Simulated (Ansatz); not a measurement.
Name crystals whose computed values (r²SCAN in the plane-wave PAW code Ansatz) fall in these windows: gap (eV) 3.5 to 4.7; electron conductivity mass (mₑ) 0.59 to 0.74; HSE06 gap (eV) 4.4 to 5.9.



```
crystal                                        gap (eV)  electron conductivity mass (mₑ)  HSE06 gap (eV)
---------------------------------------------  --------  -------------------------------  --------------
CaHCl, P4/nmm (Ca on 2c, H on 2a, Cl on 2c)        4.25                             0.65            4.97
Rb2H6Pt, Fm-3m (Rb on 8c, H on 24e, Pt on 4a)      4.41                             0.67            5.08
```
Others may fit too.

Standing as an ambient phase not checked: CaHCl, P4/nmm (Ca on 2c, H on 2a, Cl on 2c); Rb2H6Pt, Fm-3m (Rb on 8c, H on 24e, Pt on 4a). All cells were relaxed under the symmetry of their starts (and spin orders); stability against distortions was not tested throughout. Rows with no word on spin ran without spin polarisation. Spin–orbit coupling is left out wherever it is not named.

Potentials: the later of the program's two PAW sets.
